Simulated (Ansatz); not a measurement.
Method: r2SCAN, no spin polarisation; PAW, plane waves to 500 eV, 8×8×8 Γ-centred mesh, fermi-dirac occupations (width 0.1 eV) (Ansatz 0.2.0), atoms fixed.

Computed maps in the lattice plane spanned by a (left to right, 4.52 Å, 14 points from zero) and b (bottom to top, 4.52 Å, 14 points from zero), 90° apart, at height 0.500 along c. The fields are smooth PAW ones with compensation charges, not the true ones near nuclei.

Valence density. Digits on a logarithmic scale: 0 up to 0.03 e/Å³, each further digit a factor of 1.6, 9 from 1.3 e/Å³ up:
```
35788753233332
47999974334433
58999985344443
58999985344443
47999974334433
35788753233332
23455432345543
32333323578875
43344334799997
53444435899998
53444435899998
43344334799997
32333323578875
23455432345543
```

ELF. Ten even steps from '0' (0.02) to '9' (0.86):
```
02799720001100
17999971046640
29977992169961
29977992169961
17999971046640
02799720001100
00122100012210
00011000279972
10466401799997
21699612997799
21699612997799
10466401799997
00011000279972
00122100012210
```

The cell is K$_{2}$ScSi$_{2}$. Which atoms lie within 0.2 Å of this plane, and where (fractions of a and b)?

K at (0.75, 0.25), K at (0.25, 0.75). The whole cell:
```
Sc K Si
1.0
     0.00000    4.51865    0.00000
     4.51865    0.00000    0.00000
     2.25932    2.25932   -5.76978
Sc K Si
1 2 2
Direct
  0.00000 0.00000 0.00000
  0.75000 0.25000 0.50000
  0.25000 0.75000 0.50000
  0.37500 0.37500 0.25000
  0.62500 0.62500 0.75000
```

Origin: a known structure type with other elements, at an estimated volume, so it need not be a known compound. Caveats: atoms or cell far from equilibrium.
